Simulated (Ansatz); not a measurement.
Here is the system:

Mn3PdN:
```yaml
crystal:
  lattice:
    - [3.99397, 0.00000, 0.00000]
    - [0.00000, 3.99397, 0.00000]
    - [0.00000, 0.00000, 3.99397]
  atoms:
    - { symbol: Pd, position: [0.00000, 0.00000, 0.00000] }
    - { symbol: Mn, position: [0.00000, 0.50000, 0.50000] }
    - { symbol: Mn, position: [0.50000, 0.00000, 0.50000] }
    - { symbol: Mn, position: [0.50000, 0.50000, 0.00000] }
    - { symbol: N, position: [0.50000, 0.50000, 0.50000] }
```
The run is spin-polarised, in the one order tried: ferromagnetic.

This is the r²SCAN-relaxed structure.

Problem. All from r²SCAN in the plane-wave PAW code Ansatz, unless another level is named. Predict the Bader charges.

Solution. Pd -1.15, Mn +0.93, N -1.64 e.

Problem. Give the net moment.

Solution. 2.26 μB per atom.

Space group Pm-3m (anti-perovskite). The workflow started from an entry of the Crystallography Open Database (COD). Its standing as an ambient phase is unchecked. Symmetry was held in the r²SCAN relaxation; whether a distortion lowers the energy is not shown. The final state is ferromagnetic, the only order run, not a proven ground state. The program gave a warning on the electronic state, which may not be the lowest. No Hubbard U is applied. For itinerant 3d metals, meta-GGAs of the SCAN family and hybrids are commonly reported to give too large moments.

Potentials: the later of the program's two PAW sets.
